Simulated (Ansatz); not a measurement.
MgS (rock salt) is sheared across one {110} plane: the third cell vector gains the shift, so faults repeat every 5.5 Å. The cut lies between planes 1.85 Å apart; the cell height is held.

```yaml
crystal:
  lattice:
    - [3.69795, 0.00000, 0.00000]
    - [0.00000, 5.22970, 0.00000]
    - [1.84898, 2.61485, 5.54693]
  atoms:
    - { symbol: S, position: [0.00000, 0.00000, 0.83333] }
    - { symbol: S, position: [0.33333, 0.33333, 0.16667] }
    - { symbol: S, position: [0.66667, 0.66667, 0.50000] }
    - { symbol: Mg, position: [0.00000, 0.50000, 0.83333] }
    - { symbol: Mg, position: [0.33333, 0.83333, 0.16667] }
    - { symbol: Mg, position: [0.66667, 0.16667, 0.50000] }
```

In-plane vectors a = (3.698, 0.000) Å, b = (0.000, 5.230) Å, area 19.34 Å². The shift is s times the vector a (length 3.698 Å), so s = 1 restores the start. Atoms relax along the normal only. γ = [E(shift) − E(0)] / area.

All values below come from PBE (plane waves to 420 eV, PAW, scalar-relativistic; Ansatz, a program for electronic structure). k mesh 8×8×8 (Γ-centred), Fermi-Dirac smearing 0.05 eV. E is the zero-smearing estimate. Faults lie only 5.5 Å apart, and holding the cell height raises γ above its relaxed value. MgS was relaxed with its symmetry unable to fall. The zero of γ is zero shift.

| s | γ (mJ/m²) |
|---|---|
| 0.000 | 0 |
| 0.083 | withheld |
| 0.167 | 302 |
| 0.250 | 484 |
| 0.333 | 624 |
| 0.417 | 714 |
| 0.500 | 745 |
| 0.583 | 714 |
| 0.667 | 624 |
| 0.750 | 484 |
| 0.833 | 302 |
| 0.917 | withheld |

Task: Fit a Fourier form (three harmonics of 1 − cos and sin) to the given rows and predict γ at s = 0.083.

Result: Least squares on the 10 given rows: γ = (357.2)·[1 − cos(2πs)] + (57.2)·[1 − cos(4πs)] + (17.1)·[1 − cos(6πs)], in mJ/m²; root-mean-square residual 3.1 mJ/m². At 0.083 the fit gives 94 mJ/m²; the calculation gives 105 mJ/m², so the interpolation is off by -11 (-10.5 %). 

(The slope of γ gives the shear force per area between the displaced halves; near zero shift its curvature is an elastic stiffness.)
